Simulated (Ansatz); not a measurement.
**Formation energy of MgB2**

Level of theory: DFT, PBEsol, scalar-relativistic, no spin polarisation; plane waves to 420 eV with PAW datasets (Ansatz 0.2.0), Γ-centred 12×12×10 mesh, 0.05 eV Gaussian smearing; PAW files: Ansatz's generated set soft_2.

The chain of runs began from a cell as deposited in COD, expanded in volume.

The structure is hexagonal, space group P6/mmm (No. 191). The conventional cell has a = 3.067 Å, b = 3.067 Å, c = 3.488 Å, α = 90.00°, β = 90.00°, γ = 120.00°. Around Mg (site symmetry 6/mmm) lie 12 B at 2.49 Å. Around B (site symmetry -6m2) lie 3 B at 1.77 Å. (Neighbours are counted to 15 % beyond the shortest distance.)

The elements were computed in their standard states with the same datasets, cutoff and functional. Total energies depend on the potentials used, so only differences within one code and one set of settings carry meaning.

Energy of the relaxed cell (3 atoms, smearing extrapolated to zero): -2217.789 eV. Elements, in eV/atom: Mg -1912.049, B -152.668.

Question: What is the formation energy?

Answer: [-2217.789 − (1 × -1912.049 + 2 × -152.668)] / 3 = -0.13 eV/atom, or -13 kJ per mole of atoms.

The value is for 0 K, without zero-point energy. A negative value shows stability against the elements alone, not against other compounds or structures.
